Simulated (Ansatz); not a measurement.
TiSeS in space group P3m1 (No. 156; Ti on 1b, Se on 1c, S on 1a) at seven volumes, r²SCAN+D4 in the plane-wave PAW code Ansatz, shape and atoms relaxed at each. One row is withheld.

```tsv
V (Å³/atom)	P (GPa)
19.037	4.16
19.664	2.37
20.292	1.00
20.919	0.00
21.547	-0.68
22.175	-1.08
22.802	?
```

Question: Fit the shown pressures and predict the withheld one.

Answer: Third-order Birch–Murnaghan: P = (3/2)B₀(x^(7/2) − x^(5/2))[1 + (3/4)(B′ − 4)(x − 1)] with x = (V₀/V)^(2/3). Least squares on the six rows gives V₀ = 20.933 Å³/atom, B₀ = 26.88 GPa, B′ = 11.19. At V = 22.802, x = 0.9446 and P = -1.36 GPa. The run itself gave -1.31 GPa.

The first step of the workflow began from a Materials Project structure, measured or hypothetical; the Crystallography Open Database copy checked does not list it. Whether it is the stable phase at ambient conditions was not checked. The cell was relaxed with r²SCAN+D4 under the symmetry of its start; whether a distortion lowers the energy is not shown. The run is not spin-polarised.

Potentials: the later of the program's two PAW sets.
